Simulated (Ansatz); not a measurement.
Computed with Ansatz, DFT PBE, scalar-relativistic, plane waves, PAW. Settings: cutoff 420 eV, Γ-centred meshes spaced at most about 0.3 Å⁻¹, and about 0.25 Å⁻¹ or finer for metals (2π included), Gaussian smearing. No spin polarisation in the final relaxations.

All energies are static (0 K, no zero-point motion).

Two forms of MgTe4 were relaxed alike.

A.

```yaml
crystal:
  lattice:
    - [-4.32714, 4.32714, 2.50788]
    - [4.32714, -4.32714, 2.50788]
    - [4.32714, 4.32714, -2.50788]
  atoms:
    - { symbol: Mg, position: [0.00000, 0.00000, 0.00000] }
    - { symbol: Te, position: [0.28839, 0.17521, 0.46361] }
    - { symbol: Te, position: [0.17521, 0.71161, 0.88682] }
    - { symbol: Te, position: [0.71161, 0.82479, 0.53639] }
    - { symbol: Te, position: [0.82479, 0.28839, 0.11318] }
```

B.

```yaml
crystal:
  lattice:
    - [5.46320, 0.00000, 0.00000]
    - [0.00000, 5.46320, 0.00000]
    - [0.00000, 0.00000, 5.46320]
  atoms:
    - { symbol: Mg, position: [0.00000, 0.00000, 0.00000] }
    - { symbol: Te, position: [0.29374, 0.70626, 0.70626] }
    - { symbol: Te, position: [0.70626, 0.29374, 0.70626] }
    - { symbol: Te, position: [0.70626, 0.70626, 0.29374] }
    - { symbol: Te, position: [0.29374, 0.29374, 0.29374] }
```

Task: Which is lower in energy, and by how much?

Result: A is lower, by 0.38 eV/atom. A has space group I4/m (No. 87), 37.6 Å³/atom and no gap on its mesh; B has space group P-43m (No. 215), 32.6 Å³/atom and no gap. Counting Te atoms around Mg (those within 1.25 times the shortest such distance or 1.15 times the sum of covalent radii, 1.27 where that leaves under three), A and B both have Mg 4. A holds Te–Te chains (shortest 2.90 Å); in B the shortest Te–Te distance is 3.19 Å, near bonding range too. The lower one is the more open, so pressure narrows the difference. Both come from invented guesses.

These runs have no spin–orbit coupling, which can matter for Te. Cells relaxed within their symmetry can be saddle points.
